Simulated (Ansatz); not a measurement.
A relaxed cell of La (P6₃/mmc (No. 194)), relaxed on a k-mesh at least as fine as the one used below. These are r2SCAN (plane waves to 500 eV, PAW, scalar-relativistic; Ansatz, an electronic-structure program) values and carry that method's errors. Γ-centred k-mesh 10×5×3 on the run's cell (coarser than for final values), Fermi–Dirac smearing 0.05 eV.

```yaml
crystal:
  lattice:
    - [3.78465, 0.00000, 0.00000]
    - [-3.78465, 6.55521, 0.00000]
    - [0.00000, 0.00000, 12.02942]
  atoms:
    - { symbol: La, position: [0.00000, 0.00000, 0.00000] }
    - { symbol: La, position: [0.00000, 0.50000, 0.00000] }
    - { symbol: La, position: [0.00000, 0.00000, 0.50000] }
    - { symbol: La, position: [0.00000, 0.50000, 0.50000] }
    - { symbol: La, position: [0.33333, 0.33333, 0.25000] }
    - { symbol: La, position: [0.33333, 0.83333, 0.25000] }
    - { symbol: La, position: [0.66667, 0.16667, 0.75000] }
    - { symbol: La, position: [0.66667, 0.66667, 0.75000] }
```

The atoms are displaced by (Å):

```csv
atom,ux,uy,uz
La1,0.051,0.041,-0.074
La2,0.047,-0.112,0.015
La3,0.014,-0.183,-0.012
La4,0.058,-0.018,0.108
La5,0.158,0.142,-0.028
La6,0.015,0.078,-0.076
La7,0.091,-0.032,0.042
La8,-0.009,0.003,-0.167
```

Q: What forces (eV/Å) and pressure result?

A: 
```csv
atom,Fx,Fy,Fz
La1,-0.02,-0.21,0.17
La2,0.04,0.25,-0.11
La3,0.01,0.32,-0.13
La4,-0.01,-0.24,-0.32
La5,-0.11,-0.20,0.09
La6,0.08,0.05,0.04
La7,-0.08,0.06,-0.26
La8,0.09,-0.03,0.51
```

Pressure +0.1 GPa.

No spin polarisation in the result.

The run that gave the undisplaced cell could not lose the symmetry of its start; a randomly shaken copy of 4 atoms returns to this structure.
